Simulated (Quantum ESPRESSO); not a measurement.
# Planted mistakes on one cell of Al3GeNO5

Calculated results; nothing here was measured. They come from pw.x of Quantum ESPRESSO 7.5, a plane-wave density functional program, with PseudoDojo standard norm-conserving files (v0.5 for PBE, v0.4.1 for LDA and PBEsol). The cells are made up: elements, strain and atom displacements were drawn at random, and nothing was relaxed. There is no spin polarisation, spin-orbit coupling or dispersion term.

The cell has 10 sites of a corundum lattice. Sites 1 to 4 hold Al Al Ge Al; sites 5 to 10 hold N O O O O O. Cell vectors in Å: (2.417, 1.396, 4.396); (-2.417, 1.396, 4.396); (0.000, -2.791, 4.396). Settings: PBE, cutoff 1143 eV, 6 x 6 x 6 k mesh shifted by half a step, Fermi-Dirac smearing of 0.025 eV.

The intended run has a self-consistency threshold of 1e-07 eV, a smearing term of 0.000 eV, a pressure of 6.16 GPa and 11 iterations. Each further run changes one thing: all lengths scaled by 1.0098; atoms of sites 5 and 7 exchanged; cutoff 677 eV; files of LDA; k mesh 2 x 2 x 2; one electron removed; smearing 0.84 eV; threshold 0.7 eV. A coarse mesh keeps the shift, and a charged cell sits in a uniform background.

| run | change of free energy (eV) | smearing term -TS (eV) | change of P (GPa) | largest change of a force component (eV/Å) | iterations |
| --- | --- | --- | --- | --- | --- |
| A | 9.442 | 0.000 | -104.14 | 0.092 | 11 |
| B | -0.045 | 0.000 | -6.82 | 0.132 | 11 |
| C | 0.273 | 0.000 | -17.21 | 2.583 | 3 |
| D | 0.059 | 0.000 | -0.04 | 2.975 | 11 |
| E | -9.514 | -0.014 | -25.83 | 1.433 | 13 |
| F | 0.036 | 0.000 | -0.02 | 0.048 | 11 |
| G | 0.888 | 0.000 | -13.05 | 0.232 | 11 |
| H | -0.341 | -1.341 | 3.49 | 0.462 | 11 |

A rerun of the intended cell at 1437 eV and k mesh 8 x 8 x 8 moved values by no more than 0.003 eV in the cell's energy, 0.02 GPa in stress and 0.002 eV/Å in force.

Question: which change belongs to which run?

## Worked reading

Run C has the fewest iterations, as a run stopped early does. Run H has the largest smearing term, as wide smearing gives. Run A has a higher energy and the largest fall in pressure, as too small a basis gives. Run B changes the volume by a factor of 1.0297; minus its pressure change over the logarithm of that factor, 233 GPa, is a rough bulk modulus with clamped atoms. Energies from files of another functional, or of a charged cell, have another zero and say nothing on stability; the pressure of a charged cell rests on the program's zero of potential too.

## Key

| run | change |
| --- | --- |
| A | cutoff 677 eV |
| B | all lengths scaled by 1.0098 |
| C | threshold 0.7 eV |
| D | atoms of sites 5 and 7 exchanged |
| E | one electron removed |
| F | k mesh 2 x 2 x 2 |
| G | files of LDA |
| H | smearing 0.84 eV |